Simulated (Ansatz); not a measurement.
In PBEsol (plane waves, PAW; program Ansatz), AlBN$_{2}$ in the trigonal phase (P3m1; B on 1b, N on 1b, Al on 1c, N on 1c) relaxes to a = 2.850 Å, c = 4.665 Å. Al has 4 nearest neighbours from 1.80 Å (tetrahedral); N on 1c has 4 nearest neighbours from 1.73 Å (tetrahedral). Against the elements it lies at -1.02 eV/atom, with no fitted shifts.

The Kohn–Sham gap is 4.04 eV (indirect). The valence maximum lies at Γ and the conduction minimum at K (2 equivalent valleys). The screened hybrid HSE06 puts the gap at 5.46 eV. The electron mass is 0.35, 0.62, 0.62 mₑ (principal values).

An equation-of-state fit gives a bulk modulus of 249 GPa. The relaxed-ion elastic constants in GPa are C11 = 434, C12 = 162, C13 = 114, C14 = -27.3, C33 = 636, C44 = 118. The elastic constants imply a Debye temperature near 1070 K. Perturbation theory gives ε∞ = 4.94 (xx = yy), 4.95 (zz). Letting the ions move raises it to ε0 = 11.3 (xx = yy), 8.52 (zz). Born charges are B +2.17, N -2.46 to -2.33, Al +2.62 e. The phonon dispersion is stable (no imaginary branch). Without the LO–TO term the highest mode at Γ lies at 1017 cm⁻¹.

The start of the workflow was typed in or built on a structure type; neither database checked (COD, Materials Project) lists it. Its standing as an ambient phase is unchecked. Symmetry was held in the PBEsol relaxation. The references are the lowest solids computed at this level, not always the standard phases (solids in place of the gases).

Potentials: the earlier of the program's two PAW sets. The files were generated under PBE; for other functionals the program regenerates the frozen cores, and for LDA and PBEsol the local potential too.
